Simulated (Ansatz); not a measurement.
Trial structures of Bi3O: starts and ends

Level of theory: DFT PBE, scalar-relativistic, plane waves, PAW in Ansatz. All cells share a 420 eV cutoff and Γ-centred k meshes spaced at most about 0.3 Å⁻¹ (about 0.25 or finer for metals, 2π included). No spin polarisation in the final relaxations.

Each guess was relaxed in cell and atoms at zero pressure, within the symmetry of its start. All energies are static (0 K, no zero-point motion). Coordination counts Bi atoms around O (those within 1.25 times the shortest such distance or 1.15 times the sum of covalent radii; a plus sign parts nearer from farther groups; the shortest distance is added where it is long for a bond).

| guess | made from | start group | V start (Å³/atom) | end group | V end (Å³/atom) | coordination at the end | gap on mesh (eV) | E over the lowest end (meV/atom) |
| --- | --- | --- | --- | --- | --- | --- | --- | --- |
| 1 | random cell | P6/mmm | 27.2 | P6/mmm | 28.3 | O 2 | 0 | 46 |
| 2 | Sn3Bi type | Fm-3m | 25.3 | Fm-3m (BiF3 (D0_3)) | 24.9 | O 8+6 from 3.2 Å | 0 | 230 |
| 3 | random cell | Pm-3m | 28.4 | ? | ? | ? | ? | ? |
| 4 | SrIn3 type | Pm-3m | 27.1 | Pm-3m | 25.4 | O 12 from 3.3 Å | 0 | 401 |
| 5 | V3Ir type | Pm-3n | 25.1 | Pm-3n | 25.8 | O 12 from 3.3 Å | 0 | 455 |
| 6 | TlIn3 type | P4/mmm | 25.7 | P4/mmm | 24.3 | O 8 from 2.8 Å | 0 | 0 |

Guess 3 as it starts:

```xyz
4
Lattice="4.8426 0.0000 0.0000 0.0000 4.8426 0.0000 0.0000 0.0000 4.8426" Properties=species:S:1:pos:R:3 pbc="T T T"
Bi    0.0000    2.4213    2.4213
Bi    2.4213    0.0000    2.4213
Bi    2.4213    2.4213    0.0000
O     2.4213    2.4213    2.4213
```

**Question.** Fill in the missing row: what does this guess relax into, and where does it rank?

**Answer.** It ends in the anti-ReO3 type, space group Pm-3m (No. 221), with a = 4.964 Å, 30.6 Å³/atom and no gap. It lies 5 meV/atom over the lowest end, within the noise of guess 6 and below guess 1. Counting Bi atoms around O, this end has O 6 and the lowest (guess 6) has O 8 from 2.8 Å.

```xyz
4
Lattice="4.9643 0.0000 0.0000 0.0000 4.9643 0.0000 0.0000 0.0000 4.9643" Properties=species:S:1:pos:R:3 pbc="T T T"
Bi    0.0000    2.4821    2.4821
Bi    2.4821    0.0000    2.4821
Bi    2.4821    2.4821    0.0000
O     2.4821    2.4821    2.4821
```

Formation energies are uncorrected and refer to the elements' standard structures at the same level (O₂ as a molecule).

**Question.** Is the lowest end bound against the elements?

**Answer.** Too close to call: its formation energy is +0.01 eV/atom. The formation energy is too near zero to say whether this cell lies below the elements.

The k mesh leaves some 4 meV/atom of noise in the energy of each metallic cell. Spin–orbit coupling, which can matter for Bi, is left out. In P4/mmm, Pm-3m at 30.6 Å³/atom, P6/mmm, Fm-3m, Pm-3m at 25.4 Å³/atom an odd number of electrons in the primitive cell allows no gap without spin; a larger cell or a magnetic state could open one. A magnetic state wasn't ruled out in cells without spin, among them P4/mmm, Pm-3m at 25.4 Å³/atom. Cells relaxed within their symmetry can be saddle points. A lower structure may well exist outside this small set. Some structure types and database cells were kept out of the candidates from the start, so a known form may be missing.
